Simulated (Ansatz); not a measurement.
Total density of states per atom from r²SCAN (plane waves, PAW; program Ansatz), in 0.25 eV bins, energy from the Fermi level:

(E (eV), states/eV/atom): (-7.85, 0.00); (-7.60, 0.03); (-7.35, 0.05); (-7.10, 0.07); (-6.85, 0.08); (-6.60, 0.10); (-6.35, 0.12); (-6.10, 0.15); (-5.85, 0.20); (-5.60, 0.27); (-5.35, 0.65); (-5.10, 0.29); (-4.85, 0.12); (-4.60, 0.32); (-4.35, 0.92); (-4.10, 0.63); (-3.85, 1.83); (-3.60, 2.71); (-3.35, 2.30); (-3.10, 1.47); (-2.85, 1.64); (-2.60, 1.96); (-2.35, 1.72); (-2.10, 1.56); (-1.85, 1.49); (-1.60, 2.21); (-1.35, 2.18); (-1.10, 2.05); (-0.85, 1.53); (-0.60, 1.04); (-0.35, 1.63); (-0.10, 0.70); (0.15, 0.50); (0.40, 0.33); (0.65, 0.30); (0.90, 0.26); (1.15, 0.25); (1.40, 0.24); (1.65, 0.24); (1.90, 0.27); (2.15, 0.28); (2.40, 0.28); (2.65, 0.28); (2.90, 0.27); (3.15, 0.26); (3.40, 0.25); (3.65, 0.25); (3.90, 0.23); (4.15, 0.19); (4.40, 0.15); (4.65, 0.18)

**Question.** Which of these materials gives this?
A. YSi2Ir2, I4/mmm (Y on 2a, Si on 4e, Ir on 4d)
B. TbCd, CsCl type
C. Zr2Cd, I4/mmm (Zr on 4e, Cd on 2b)
D. CdPd3, I4/mmm (Cd on 2a, Pd on 4d, Pd on 2b)

**Answer.** D, CdPd3, I4/mmm (Cd on 2a, Pd on 4d, Pd on 2b). Within 0.5 eV of the Fermi level: Pd 4d 81 %, outside the projected shells 15 %. Projections are on Löwdin-orthogonalised atomic valence shells; empty p or d shells of many metals are not among them.

The first step of the workflow began from a Materials Project structure, measured or hypothetical; the Crystallography Open Database copy checked does not list it. With Cd and Pd taken as one species the cell has the higher symmetry Fm-3m, so it may be an ordered model of a mixed-site phase. Whether it is the stable phase at ambient conditions was not checked. The cell was relaxed with r²SCAN under the symmetry of its start; its stability against distortions is not shown here. The run is not spin-polarised. Scalar-relativistic: spin–orbit coupling is off unless named, which matters more the heavier the elements.

Potentials: the later of the program's two PAW sets.
